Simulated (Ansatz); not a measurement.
BeS:
```
BeS
1.0
    3.46355     0.00000     0.00000
   -1.73178     2.99952     0.00000
    0.00000     0.00000     6.07438
Be S
2 2
Direct
  0.33333   0.66667   0.25000
  0.66667   0.33333   0.75000
  0.33333   0.66667   0.75000
  0.66667   0.33333   0.25000
```

Relaxed with PBE+D3(BJ).

Decompose the optical modes at the zone centre into irreducible representations, and say which are infrared and Raman allowed.

Point group 6/mmm: Γ_opt = A2u + 2B1g + E1u + 2E2g. Infrared: A2u, E1u. Raman: E2g.

Assign frequencies (DFPT, DFT-PBE+D3(BJ) in the program Ansatz with PAW potentials; without the LO–TO term).

A2u 297i, B1g 183i, E2g 98, B1g 207, E1u 730, E2g 733 cm⁻¹.

Subscripts of B labels follow the axes of the standard setting.

Space group P6_3/mmc. The cell is a constructed one: a structure type filled with these elements; neither database checked (COD, Materials Project) lists it. COD files the formula under space group No. 216, so this cell is another polymorph or a model. Its standing as an ambient phase is unchecked. Symmetry was held in the PBE+D3(BJ) relaxation. At this level the phase is dynamically unstable (imaginary phonons).

Potentials: the later of the program's two PAW sets.
